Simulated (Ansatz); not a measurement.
An Ansatz (a program for electronic structure) input:

Ansatz 0.2 input:
```yaml
crystal:
  lattice:
    - [6.3649585794, 0.0, 0.0]
    - [0.0, 7.4777328047, 0.0]
    - [-2.0312533643, 0.0, 5.940346135]
  atoms:
    - { symbol: Zr, position: [0.0, 0.8303836689, 0.75] }
    - { symbol: Zr, position: [0.0, 0.1696163311, 0.25] }
    - { symbol: Cl, position: [0.7443176612, 0.3664019993, 0.019062072] }
    - { symbol: Cl, position: [0.2556823388, 0.6335980007, 0.980937928] }
    - { symbol: Cl, position: [0.2556823388, 0.3664019993, 0.480937928] }
    - { symbol: Cl, position: [0.7443176612, 0.6335980007, 0.519062072] }
    - { symbol: Cl, position: [0.2268860573, 0.8938322144, 0.4993214505] }
    - { symbol: Cl, position: [0.7731139427, 0.1061677856, 0.5006785495] }
    - { symbol: Cl, position: [0.7731139427, 0.8938322144, 0.0006785495] }
    - { symbol: Cl, position: [0.2268860573, 0.1061677856, 0.9993214505] }
kpoints:
  mp_grid: { grid: [4, 3, 4] }
  band_path:
    path:
      - [[0.0, 0.0, 0.0], [0.0, 0.5, 0.0], [0.0, 0.5, 0.5], [0.0, 0.0, 0.5], [0.0, 0.0, 0.0], [-0.5, 0.0, 0.5], [-0.5, 0.5, 0.5], [0.0, 0.5, 0.0], [-0.5, 0.5, 0.0], [-0.5, 0.0, 0.0], [0.0, 0.0, 0.0]]  # Γ-Z-D-B-Γ-A-E-Z-C_2-Y_2-Γ
      - [VBM, CBM]
    npoints: 7
hamiltonian:
  xc: r2scan
  dispersion: d4
  pseudopotentials: { kind: paw }
magnetization: { noncollinear: true, spin_orbit: true }
scf:
  n_extra_bands: 20
  convergence: { dr2_threshold: 0.0000000001 }
  occupations: { method: gaussian, width: 0.01 }
checkpoint: { write: soc.run }
output: { eigenvalues: true }
```

Q: How many symmetry operations and irreducible k-points will the run report?

A: 4 operations, 20 of 48 k-points.

Q: With a cutoff of 500 eV, how many plane waves at Γ?

A: 7177.

It took roughly 50 core-minutes on shared server cores.

Space group P2/c. The first step of the workflow began from a Materials Project structure, measured or hypothetical; the Crystallography Open Database files this formula in space group No. 13, but the cells were not matched. Whether it is the stable phase at ambient conditions was not checked. The cell was relaxed with r²SCAN+D4 under the symmetry of its start; whether a distortion lowers the energy is not shown. No spin polarisation was allowed.

Potentials: the later of the program's two PAW sets.

Ansatz is a plane-wave DFT program.
